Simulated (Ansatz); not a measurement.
Relax this structure to zero stress and force, keeping its symmetry:

```yaml
crystal:
  lattice:
    - [0.00000, 4.85018, 4.85018]
    - [4.85018, 0.00000, 4.85018]
    - [4.85018, 4.85018, 0.00000]
  atoms:
    - { symbol: Cs, position: [0.75000, 0.75000, 0.75000] }
    - { symbol: Cs, position: [0.25000, 0.25000, 0.25000] }
    - { symbol: In, position: [0.50000, 0.50000, 0.50000] }
    - { symbol: Bi, position: [0.00000, 0.00000, 0.00000] }
    - { symbol: F, position: [0.76694, 0.23306, 0.23306] }
    - { symbol: F, position: [0.23306, 0.23306, 0.76694] }
    - { symbol: F, position: [0.23306, 0.76694, 0.76694] }
    - { symbol: F, position: [0.23306, 0.76694, 0.23306] }
    - { symbol: F, position: [0.76694, 0.23306, 0.76694] }
    - { symbol: F, position: [0.76694, 0.76694, 0.23306] }
```

Computed with DFT r2SCAN, scalar-relativistic, plane waves, PAW (Ansatz 0.2.0).

Plane waves to 500 eV, a k mesh through Γ of 6×6×6 on the computed 10-atom cell and Gaussian smearing (0.02 eV); no spin polarisation.

Problem. What does it relax to?

Solution. The volume stays the same within 0.01 Å³/atom to 22.82 Å³/atom, and the energy changes by under 0.1 meV/atom. Final structure:
```cif
data_structure
_symmetry_space_group_name_H-M 'Fm-3m'
_symmetry_Int_Tables_number 225
_cell_length_a 9.7004
_cell_length_b 9.7004
_cell_length_c 9.7004
_cell_angle_alpha 90.000
_cell_angle_beta 90.000
_cell_angle_gamma 90.000
_cell_volume 912.78
loop_
_atom_site_label
_atom_site_type_symbol
_atom_site_symmetry_multiplicity
_atom_site_Wyckoff_symbol
_atom_site_fract_x
_atom_site_fract_y
_atom_site_fract_z
_atom_site_occupancy
Cs1 Cs 8 c 0.25000 0.25000 0.75000 1
In1 In 4 b 0.50000 0.00000 0.00000 1
Bi1 Bi 4 a 0.00000 0.00000 0.00000 1
F1 F 24 e 0.23306 0.00000 0.00000 1
```

Spin–orbit coupling is left out, which can shift energies with elements as heavy as these.

Cost: 1 run of about 2.3 core-minutes, on AMD EPYC (Zen 3) (shared hosts).